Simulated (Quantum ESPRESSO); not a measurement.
# ReHf4Al2Sc: input and log of a self-consistent run

Simulated, not a measurement. The program is pw.x of Quantum ESPRESSO 7.5 (plane-wave density functional theory). The cell is made up: eight metal atoms on a face-centred cubic lattice, with elements, volume, strain and displacements drawn at random and not relaxed, so it may be unstable or far from any real phase. PseudoDojo standard norm-conserving files set the functional (PBE unless stated); there is no spin polarisation or spin-orbit coupling, the Fermi-Dirac width of 0.25 eV means electrons at about 2900 K, and the masses in the input are unused placeholders. Heavy elements are run without spin-orbit coupling, which real alloys of them have. A spin test at this wide smearing found no moment, but such smearing suppresses magnetism that the real alloy may have.

Input:

```
&control calculation='scf', pseudo_dir='./dojo.nc.sr.pbe.v0_5.standard.upf', outdir='./o', disk_io='minimal', tprnfor=.true., tstress=.true. /
&system ibrav=0, nat=8, ntyp=4, nbnd=56, ecutwfc=77.98206166, nosym=.true., tot_charge=0,
 occupations='smearing', smearing='fd', degauss=0.0183746611
/
&electrons conv_thr=1.470e-08, electron_maxstep=70, mixing_beta=0.5 /
ATOMIC_SPECIES
Al 1.0 Al.upf
Hf 1.0 Hf.upf
Re 1.0 Re.upf
Sc 1.0 Sc.upf
CELL_PARAMETERS angstrom
-0.0231 -0.0055 -4.3595
-4.4109 0.062 -0.0231
2.093 8.6654 2.2023
ATOMIC_POSITIONS angstrom
Re -0.1068 0.094 0.1589
Hf -2.3032 2.2243 0.069
Hf -0.0109 4.1896 0.1081
Al -2.251 6.5817 -0.0053
Hf -2.1296 -0.0924 -2.3048
Sc 0.1374 2.1169 -2.2187
Al -2.3072 4.286 -2.1346
Hf -0.1059 6.6614 -2.1894
K_POINTS automatic
6 6 3 1 1 1
```

The log is shortened where brackets say so; the opening notice, blank lines, dates and the lines on written files are dropped, and the path of the files is cut. It prints rydbergs, bohrs and kilobars, and counts compression as positive stress. Its total energy is the free energy E - TS of the whole cell.

```
     Program PWSCF v.7.5
     Parallel version (MPI & OpenMP), running on       4 processor cores
     Number of MPI processes:                 4
     Threads/MPI process:                     1
     [start-up lines left out]
     bravais-lattice index     =            0
     lattice parameter (alat)  =       8.2384  a.u.
     unit-cell volume          =    1127.8796 (a.u.)^3
     number of atoms/cell      =            8
     number of atomic types    =            4
     number of electrons       =        80.00
     number of Kohn-Sham states=           56
     kinetic-energy cutoff     =      77.9821  Ry
     charge density cutoff     =     311.9282  Ry
     scf convergence threshold =      1.5E-08
     mixing beta               =       0.5000
     number of iterations used =            8  plain     mixing
     Exchange-correlation= PBE
                           (   1   4   3   4   0   0   0)
     [axes and pseudopotential details left out]
   Cartesian axes
     site n.     atom                  positions (alat units)
         1        Re     tau(   1) = (  -0.0244979   0.0215618   0.0364486  )
         2        Hf     tau(   2) = (  -0.5283096   0.5102115   0.0158273  )
         3        Hf     tau(   3) = (  -0.0025002   0.9610134   0.0247961  )
         4        Al     tau(   4) = (  -0.5163360   1.5097150  -0.0012157  )
         5        Hf     tau(   5) = (  -0.4884891  -0.0211948  -0.5286766  )
         6        Sc     tau(   6) = (   0.0315169   0.4855760  -0.5089270  )
         7        Al     tau(   7) = (  -0.5292272   0.9831257  -0.4896360  )
         8        Hf     tau(   8) = (  -0.0242914   1.5279966  -0.5022061  )
     number of k points=    54  Fermi-Dirac smearing, width (Ry)=  0.0184
                       cart. coord. in units 2pi/alat
        k(    1) = (  -0.0801809   0.1243278  -0.0830666), wk =   0.0370370
        k(    2) = (  -0.0848833  -0.2100501  -0.0826198), wk =   0.0370370
     [further k points left out]
     Dense  grid:   104939 G-vectors     FFT dimensions: (  48,  48, 100)
     Estimated max dynamical RAM per process >     339.20 MB
     Estimated total dynamical RAM >       1.25 GB
     Initial potential from superposition of free atoms
     starting charge      79.9847, renormalised to      80.0000
     Starting wfcs are   68 randomized atomic wfcs
     total cpu time spent up to now is        9.9 secs
     per-process dynamical memory:   270.1 Mb
     Self-consistent Calculation
     iteration #  1     ecut=    77.98 Ry     beta= 0.50
     Davidson diagonalization with overlap
     ethr =  1.00E-02,  avg # of iterations =  2.2
     total cpu time spent up to now is       30.8 secs
     total energy              =    -730.50539006 Ry
     estimated scf accuracy    <       0.86059495 Ry
     iteration #  2     ecut=    77.98 Ry     beta= 0.50
     Davidson diagonalization with overlap
     ethr =  1.08E-03,  avg # of iterations =  7.1
     total cpu time spent up to now is       61.9 secs
     total energy              =    -729.14610762 Ry
     estimated scf accuracy    <      29.38135064 Ry
     iteration #  3     ecut=    77.98 Ry     beta= 0.50
     Davidson diagonalization with overlap
     ethr =  1.08E-03,  avg # of iterations =  6.0
     total cpu time spent up to now is       88.0 secs
     total energy              =    -730.91623853 Ry
     estimated scf accuracy    <       0.85429714 Ry
     iteration #  4     ecut=    77.98 Ry     beta= 0.50
     Davidson diagonalization with overlap
     ethr =  1.07E-03,  avg # of iterations =  1.9
     total cpu time spent up to now is      120.8 secs
     total energy              =    -730.96523793 Ry
     estimated scf accuracy    <       0.44454846 Ry
     iteration #  5     ecut=    77.98 Ry     beta= 0.50
     Davidson diagonalization with overlap
     ethr =  5.56E-04,  avg # of iterations =  1.9
     total cpu time spent up to now is      154.6 secs
     total energy              =    -730.99696168 Ry
     estimated scf accuracy    <       0.03347980 Ry
     [iterations 6 to 11 left out]
     iteration # 12     ecut=    77.98 Ry     beta= 0.50
     Davidson diagonalization with overlap
     ethr =  2.59E-09,  avg # of iterations =  5.4
     total cpu time spent up to now is      454.2 secs
     total energy              =    -731.00581890 Ry
     estimated scf accuracy    <       0.00000103 Ry
     iteration # 13     ecut=    77.98 Ry     beta= 0.50
     Davidson diagonalization with overlap
     ethr =  1.28E-09,  avg # of iterations =  2.3
     total cpu time spent up to now is      487.4 secs
     total energy              =    -731.00581907 Ry
     estimated scf accuracy    <       0.00000018 Ry
     iteration # 14     ecut=    77.98 Ry     beta= 0.50
     Davidson diagonalization with overlap
     ethr =  2.24E-10,  avg # of iterations =  3.9
     total cpu time spent up to now is      522.4 secs
     total energy              =    -731.00581907 Ry
     estimated scf accuracy    <       0.00000022 Ry
     iteration # 15     ecut=    77.98 Ry     beta= 0.50
     Davidson diagonalization with overlap
     ethr =  2.24E-10,  avg # of iterations =  1.8
     total cpu time spent up to now is      549.2 secs
     total energy              =    -731.00581908 Ry
     estimated scf accuracy    <       0.00000013 Ry
     iteration # 16     ecut=    77.98 Ry     beta= 0.50
     Davidson diagonalization with overlap
     ethr =  1.64E-10,  avg # of iterations =  1.3
     total cpu time spent up to now is      575.8 secs
     End of self-consistent calculation
     [lines on levels left out]
!    total energy              =    -731.00581909 Ry
     estimated scf accuracy    <          6.4E-09 Ry
     smearing contrib. (-TS)   =      -0.11967496 Ry
     internal energy E=F+TS    =    -730.88614412 Ry
     The total energy is F=E-TS. E is the sum of the following terms:
     one-electron contribution =    -264.43102717 Ry
     hartree contribution      =     156.06870171 Ry
     xc contribution           =    -168.97220775 Ry
     ewald contribution        =    -453.55161091 Ry
     convergence has been achieved in  16 iterations
     Forces acting on atoms (cartesian axes, Ry/au):
     atom    1 type  3   force =     0.01094366   -0.01979561   -0.02243950
     atom    2 type  2   force =     0.04659823   -0.06243442   -0.02985065
     atom    3 type  2   force =    -0.01206226    0.10020547   -0.02613733
     atom    4 type  1   force =    -0.01017696    0.00470558   -0.00066676
     atom    5 type  2   force =     0.00227538    0.02831324    0.03320784
     atom    6 type  4   force =    -0.05818294   -0.01882849    0.04415146
     atom    7 type  1   force =     0.01492021    0.01217080    0.00161090
     atom    8 type  2   force =     0.00568468   -0.04433658    0.00012404
     Total force =     0.170123     Total SCF correction =     0.000389
     Computing stress (Cartesian axis) and pressure
          total   stress  (Ry/bohr**3)                   (kbar)     P=      -42.11
  -0.00051502   0.00006461  -0.00007649          -75.76        9.51      -11.25
   0.00006461  -0.00020668  -0.00002709            9.51      -30.40       -3.98
  -0.00007649  -0.00002709  -0.00013712          -11.25       -3.98      -20.17
     init_run     :      9.40s CPU      9.69s WALL (       1 calls)
     electrons    :    560.14s CPU    565.96s WALL (       1 calls)
     forces       :      5.47s CPU      5.51s WALL (       1 calls)
     stress       :     15.74s CPU     16.16s WALL (       1 calls)
     [timing details left out]
     PWSCF        :   9m50.98s CPU   9m57.66s WALL
     JOB DONE.
```

In other units: free energy -9945.841 eV for the cell, pressure -4.21 GPa, largest force component 2.576 eV/Å in size. The run took 599 s of wall time with four MPI processes on a shared machine (Intel Xeon, older, virtual cores), so the time is rough. A rerun of this cell at a higher cutoff and on a denser mesh moved values by no more than 0.002 eV in energy, 0.02 GPa in stress and 0.005 eV/Å in force, and a second program with other atomic files agreed on that cell to 2 % rms in force and 0.5 GPa in pressure.